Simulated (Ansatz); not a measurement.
An elastic tensor (GPa, Voigt order, standard axes) from the program Ansatz at the PBEsol level (PAW):

```
  404    145    127    0.0   14.1    0.0
  145    404    127    0.0  -14.1    0.0
  127    127    441    0.0    0.0    0.0
  0.0    0.0    0.0    123    0.0  -14.1
 14.1  -14.1    0.0    0.0    123    0.0
  0.0    0.0    0.0  -14.1    0.0    129
```

Problem. Which compound is it?
(A) Ta2N, P-31m (Ta on 6k, N on 2d, N on 1a)
(B) SiO2, P3_221 (Si on 3a, O on 6c)
(C) Sb, A7 (α-As type)
(D) Si3N4, P31c (Pearson symbol hP28)

Solution. D, Si3N4, P31c (Pearson symbol hP28)

The workflow started from a Materials Project entry (that database holds measured and hypothetical structures alike); the Crystallography Open Database files this formula in space group No. 159, but the cells were not matched. It is not the phase usual at ambient conditions (space group No. 176). The cell was relaxed with PBEsol under the symmetry of its start; whether a distortion lowers the energy is not shown.

Potentials: the earlier of the program's two PAW sets. The files were generated under PBE; for other functionals the program regenerates the frozen cores, and for LDA and PBEsol the local potential too.
